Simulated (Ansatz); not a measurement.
AlN (wurtzite, space group No. 186), r²SCAN in the plane-wave PAW code Ansatz, all energies at zero smearing, with the estimated change up to a 700 eV cutoff added, with one set of potentials and settings (totals compare only within such a set). Cell of 4 atoms (2 Al, 2 N): -1856.976 eV.

| element | reference phase | E (eV/atom) |
|---|---|---|
| Al | Fm-3m, 1 atoms in the cell | -540.4083 |
| N | Pa-3, 8 atoms in the cell | -384.8315 |

Formation energy per atom, worked out: (-1856.976 − 2×(-540.4083) − 2×(-384.8315))/4 = -1.624 eV/atom (-157 kJ per mol of atoms), at 0 K, without zero-point energy or fitted corrections.

Space group P6_3mc (wurtzite). The cell was relaxed with r²SCAN under the symmetry of its start. The references are the lowest solids computed at this level, not always the standard phases (solids in place of the gases).

Potentials: the later of the program's two PAW sets.
